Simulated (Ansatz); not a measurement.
CuO:
```xyz
4
Lattice="2.0866 2.0839 0.0000 -2.0866 2.0839 0.0000 -0.0012 0.0000 5.1505" Properties=species:S:1:pos:R:3 pbc="T T T"
Cu    -1.0433     1.0419     0.0000
Cu     1.0427     1.0419     2.5753
O     -0.0009     2.0838     3.8629
O     -0.0003     2.0840     1.2876
```

Relaxed with PBE.

Task: Map the electron localisation function on the plane through (0.000, 0.500, 0.000) spanned by u = [1, 0, 0] and v = [0, 0, 1] in lattice vectors, from PBE (plane waves, PAW; program Ansatz).

Result: x is the fraction of u, y of v (the angle between them is 90°; rows are the nearest grid lines); atoms in the plane: Cu at (0.00, 0.00), O at (0.50, 0.75), O at (0.50, 0.25).
```
y \ x   0.000  0.0625  0.188  0.250  0.375  0.438  0.562  0.625  0.750  0.812  0.938   1.00
------  -----  ------  -----  -----  -----  -----  -----  -----  -----  -----  -----  -----
1.00    0.931   0.867  0.313  0.184  0.088  0.086  0.086  0.088  0.184  0.313  0.867  0.931
0.923   0.548   0.456  0.162  0.128  0.316  0.469  0.469  0.316  0.128  0.162  0.456  0.548
0.846   0.180   0.157  0.162  0.425  0.829  0.810  0.810  0.829  0.425  0.162  0.157  0.180
0.769   0.087   0.104  0.514  0.773  0.731  0.472  0.472  0.732  0.773  0.513  0.104  0.087
0.692   0.046   0.075  0.496  0.713  0.775  0.680  0.680  0.775  0.713  0.495  0.075  0.046
0.615   0.026   0.038  0.237  0.414  0.700  0.756  0.756  0.700  0.414  0.237  0.038  0.026
0.538   0.020   0.025  0.058  0.084  0.145  0.167  0.167  0.144  0.084  0.058  0.025  0.020
0.462   0.020   0.025  0.058  0.084  0.144  0.167  0.167  0.145  0.084  0.058  0.025  0.020
0.385   0.026   0.038  0.237  0.414  0.700  0.756  0.756  0.700  0.414  0.237  0.038  0.026
0.308   0.046   0.075  0.495  0.713  0.775  0.680  0.680  0.775  0.713  0.496  0.075  0.046
0.231   0.087   0.104  0.513  0.773  0.732  0.472  0.472  0.731  0.773  0.514  0.104  0.087
0.154   0.180   0.157  0.162  0.425  0.829  0.810  0.810  0.829  0.425  0.162  0.157  0.180
0.0769  0.548   0.456  0.162  0.128  0.316  0.469  0.469  0.316  0.128  0.162  0.456  0.548
0.000   0.931   0.867  0.313  0.184  0.088  0.086  0.086  0.088  0.184  0.313  0.867  0.931
```

The density is the valence pseudo-density with augmentation charge, so density and ELF within about 1 Å of a nucleus are not all-electron values.

Space group P4_2/mmc. The workflow started from an entry of the Crystallography Open Database (COD); the relaxed space group is not among those it files for this formula. It is not the phase usual at ambient conditions (space group No. 15). The PBE relaxation kept the symmetry of its start; of distortions, only those at the zone centre were tested. No spin polarisation was allowed. No Hubbard U is applied.

Potentials: the later of the program's two PAW sets.
